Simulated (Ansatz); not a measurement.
RbGeCl₃ in space group P2_1/m (No. 11; Rb on 2e, Ge on 2e, Cl on 2e, Cl on 4f), plane-wave PAW r²SCAN (Ansatz code), all energies at zero smearing, with the estimated change up to a 700 eV cutoff added, with one set of potentials and settings (totals compare only within such a set). Cell of 10 atoms (2 Rb, 2 Ge, 6 Cl): -21678.041 eV.

| element | reference phase | E (eV/atom) |
|---|---|---|
| Rb | Cmcm, 2 atoms in the cell | -3278.0015 |
| Ge | Fd-3m, 2 atoms in the cell | -4302.9041 |
| Cl | Cmce, 4 atoms in the cell | -1083.6259 |

Formation energy per atom, worked out: (-21678.041 − 2×(-3278.0015) − 2×(-4302.9041) − 6×(-1083.6259))/10 = -1.448 eV/atom (-140 kJ per mol of atoms), at 0 K, without zero-point energy or fitted corrections.

The first step of the workflow began from a Materials Project structure, measured or hypothetical; the Crystallography Open Database files this formula in space group No. 11, but the cells were not matched. Whether it is the stable phase at ambient conditions was not checked. Symmetry was held in the r²SCAN relaxation; its stability against distortions is not shown here. The references are the lowest solids computed at this level, not always the standard phases (solids in place of the gases).

Potentials: the later of the program's two PAW sets.
